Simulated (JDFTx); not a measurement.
Reference run:

W(110) slab cut from bulk W (space group Im-3m, indices of the conventional cell, lattice of the Materials Project entry mp-91, not re-optimised): 4 atoms in 4 planes, a 1x1 cell of 7.11 Å² (|a| = 3.170, |b| = 2.746 Å), 6.7 Å between the outermost planes, cell height 22.7 Å, 10×10×1 k mesh, Fermi smearing 0.01 Ha, no spin polarisation.

Reference level: PBE, GBRV ultrasoft potentials, plane waves to 20/100 Ha, in a modified build of JDFTx. Unrelaxed; liquid: CANDLE, water, 1 M NaF. U vs SHE = −μ/e − 4.44 V throughout (conventional absolute potential of the hydrogen electrode). LDA and PBEsol take their own potentials, PW91 and RPBE those of PBE; the lattice is kept.

```json
[
 {"functional": "LDA", "work function (eV)": "5.20", "U_pzc (V)": "0.39", "k states × plane waves": "31 × 4650", "cycles, vacuum run": "18", "rough core time, vacuum run": "10 min"},
 {"functional": "PBE", "work function (eV)": "___", "U_pzc (V)": "___", "k states × plane waves": "31 × 4650", "cycles, vacuum run": "18", "rough core time, vacuum run": "5 min"},
 {"functional": "PBEsol", "work function (eV)": "5.02", "U_pzc (V)": "0.22", "k states × plane waves": "31 × 4650", "cycles, vacuum run": "18", "rough core time, vacuum run": "10 min"},
 {"functional": "PW91", "work function (eV)": "4.95", "U_pzc (V)": "0.14", "k states × plane waves": "31 × 4650", "cycles, vacuum run": "19", "rough core time, vacuum run": "10 min"},
 {"functional": "RPBE", "work function (eV)": "4.79", "U_pzc (V)": "-0.03", "k states × plane waves": "31 × 4650", "cycles, vacuum run": "18", "rough core time, vacuum run": "10 min"}
]
```

Task: Some entries are withheld; supply them.

Result: 
- PBE, work function (eV): 4.92
- PBE, U_pzc (V): 0.10

The times are rough (shared hosts); only ratios past two mean anything.
